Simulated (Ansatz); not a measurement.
Below is a relaxed structure of GaSb3. It was relaxed at this level from a Materials Project cell.

Computed with DFT PBE, scalar-relativistic, plane waves, PAW (Ansatz). Cutoff 420 eV, Γ-centred mesh, Gaussian smearing, no spin polarisation.

```
Ga Sb
1.0
     0.00000    3.71774    3.71774
     3.71774    0.00000    3.71774
     3.71774    3.71774    0.00000
Ga Sb
1 3
Direct
  0.00000 0.00000 0.00000
  0.25000 0.25000 0.25000
  0.75000 0.75000 0.75000
  0.50000 0.50000 0.50000
```

The zero of energy is the elements' standard structures at the same level; no fitted shifts are applied.

Task: What space group does it have?

Result: Fm-3m (No. 225), the BiF3 (D0_3) type. Conventional cell: a = 7.435 Å. Around Ga lie 8 Sb at 3.22 Å and 6 Sb at 3.72 Å; Sb on a site of symmetry -43m has 4 Ga at 3.22 Å, 4 Sb at 3.22 Å and 6 Sb at 3.72 Å; around Sb on a site of symmetry m-3m lie 8 Sb at 3.22 Å and 6 Ga at 3.72 Å.

Task: How far does it lie from the elements in energy?

Result: +0.20 eV/atom. The separate elements lie lower, so it is unstable against them.

Task: Is it a metal?

Result: Yes, bands cross the Fermi level on the 12×12×12 mesh.

The last run used a 12×12×12 mesh for its 4-atom cell and Gaussian smearing of 0.10 eV. These runs have no spin–orbit coupling, which can matter for Sb. Symmetry constrained the relaxation, so the result can be a saddle point. Another cell of GaSb3 relaxed alike, in Im-3m, lies 130 meV/atom lower, so this cell isn't the stable form at this level.
